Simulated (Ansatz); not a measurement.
**MoP$_{4}$: predicting SCF behaviour**

System: MoP$_{4}$, the coordinates of a database entry, unrelaxed (space group C2/c); the cell holds 10 atoms. Forces or pressure are large there, so the entry is far from the computed equilibrium and may be faulty or of a sample under other conditions. Source: COD entry 2106092, which need not be the ambient phase.

```xyz
10
Lattice="2.6565 -5.5695 0.0000 2.6565 5.5695 0.0000 -2.0515 0.0000 5.4464" Properties=species:S:1:pos:R:3 pbc="T T T"
Mo    2.1436   -4.8743    1.3616
Mo    1.1179    4.8743    4.0848
P     0.0637    0.9868    3.6925
P     2.1720    0.9868    4.4771
P     3.1978   -0.9868    1.7539
P     1.0894   -0.9868    0.9693
P     1.0654    2.4634    1.0346
P     3.2218    2.4634    1.6886
P     2.1961   -2.4634    4.4118
P     0.0397   -2.4634    3.7578
```

Site labels below count the atoms in this order, from 1.

All numbers below come from DFT, r2SCAN, PAW, plane waves, scalar-relativistic (Ansatz).

| Item | Value |
| --- | --- |
| Plane-wave cutoff | 500 eV |
| k-point mesh | 4×4×4 (Γ-centred) |
| Occupations | Fermi–Dirac smearing, 0.05 eV |
| Spin | collinear, starting moments Mo1 2.00, Mo2 2.00 μB |

The starting density is a sum of atomic densities. β is the mixing step of the charge; the magnetisation has a step of its own, which the program sets unless it is named.

Only one magnetic start was run, with no search, so the state need not be the lowest.

Default run: converged in 18 iterations, non-magnetic, no gap on the k-mesh. The search for lower states is off, and runs that name a mixer don't switch to direct minimisation.

Problem. Change to cutoff 120 eV (limit 100 iterations). Does it converge, and to what?

Solution. Converged in 19 iterations: free energy shifted by +11971 meV/atom, so these numbers say nothing of the material, forces change by up to 1.632 eV/Å, pressure 15.5 GPa against 2.3.

Problem. Change to Anderson, β 0.8, backtracking line search (limit 100 iterations). Does it converge, and to what?

Solution. Converged in 12 iterations: the same free energy.

Problem. Change to Broyden, β 0.4, magnetisation mixing 0.1 (limit 100 iterations). Does it converge, and to what?

Solution. Converged in 29 iterations: the same free energy.

Problem. Change to linear mixing, β 0.2, no preconditioner (limit 100 iterations). Does it converge, and to what?

Solution. Converged in 62 iterations: the same free energy.

Problem. Rank these settings by the iterations they needed, fewest first.
A. Anderson, β 0.5, history 8, no preconditioner
B. Broyden, β 0.4, magnetisation mixing 0.1
C. Anderson, β 0.8, backtracking line search
D. Broyden, β 0.7, preconditioner local Kerker
E. linear mixing, β 0.2, no preconditioner

Solution. C (12), D (13), A (17), B (29), E (62).

Launched as:
```sh
ansatz run input.yaml --threads 2 --pin off --max-ram 5120MiB --backend cpu --events-out ev --progress --plain --runs-dir out
```

Machine: 2 threads of Arm Neoverse V1, with other jobs on the host.

Problem. Estimate the wall time and peak memory of the default run on this machine.

Solution. 76 s, 1.1 GiB (18 iterations, 24 k-points after symmetry).
